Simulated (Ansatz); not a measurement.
AlGaAs2:
Space group P-4m2 (No. 115); a = 4.011 Å, b = 4.011 Å, c = 5.660 Å, α = 90.00°, β = 90.00°, γ = 90.00°

```tsv
atom	site	symmetry	x	y	z
Ga	1a	-4m2	0.0000	0.0000	0.0000
As	2g	2mm.	0.5000	0.0000	0.2502
Al	1c	-4m2	0.5000	0.5000	0.5000
```

Relaxed with PBEsol.

Q: Decompose the optical modes at the zone centre into irreducible representations, and say which are infrared and Raman allowed.

A: Point group -42m: Γ_opt = A1 + 2B2 + 3E. Infrared: B2, E. Raman: A1, B2, E.

Q: Assign frequencies (DFPT, DFT-PBEsol in the program Ansatz with PAW potentials; without the LO–TO term).

A: E 82, A1 212, E 247, B2 247, E 350, B2 367 cm⁻¹.

Subscripts of B labels follow the axes of the standard setting.

The start of the workflow was typed in or built on a structure type; neither database checked (COD, Materials Project) lists it. Its standing as an ambient phase is unchecked. The cell was relaxed with PBEsol under the symmetry of its start; its stability against distortions is not shown here.

Potentials: the later of the program's two PAW sets.
